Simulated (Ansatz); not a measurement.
A geometry of P away from equilibrium: step 2 of the relaxation of a relaxed P cell shaken by Gaussian noise of σ = 0.08 Å a coordinate. Computed with PBEsol (plane waves to 420 eV, PAW, scalar-relativistic; Ansatz, an electronic-structure program). Γ-centred k-mesh 5×5×5 on the run's cell (coarser than for final values), Fermi–Dirac smearing 0.05 eV.

```yaml
crystal:
  lattice:
    - [-3.20986, 3.30110, 3.22290]
    - [3.24284, -3.32383, 3.27861]
    - [3.18969, 3.30366, -3.24563]
  atoms:
    - { symbol: P, position: [0.29037, 0.27661, 0.27740] }
    - { symbol: P, position: [0.49206, 0.00889, 0.21232] }
    - { symbol: P, position: [0.00455, 0.21404, 0.50498] }
    - { symbol: P, position: [0.21973, 0.49908, 0.00999] }
    - { symbol: P, position: [0.69775, 0.69992, 0.69658] }
    - { symbol: P, position: [0.51836, 0.00894, 0.80648] }
    - { symbol: P, position: [0.98724, 0.81321, 0.49555] }
    - { symbol: P, position: [0.79980, 0.49235, 0.03022] }
```

Which atoms carry the largest force, and which way does it point?

0.57 eV/Å, on P2 (atoms numbered as listed); on P2 its components are (-0.54, 0.19, 0.06).

What is the pressure?

+0.5 GPa, compression positive.

How much energy per atom can still be gained by relaxing?

0.26 eV/atom; the path ends in P1 (No. 1).

No spin polarisation in the result.

The end of the path is a generated cell of P: the first start was made by placing the elements on the sites of a structure type, and the end was not matched to a known phase here, so it may be hypothetical. Known forms of P include space group No. 64.
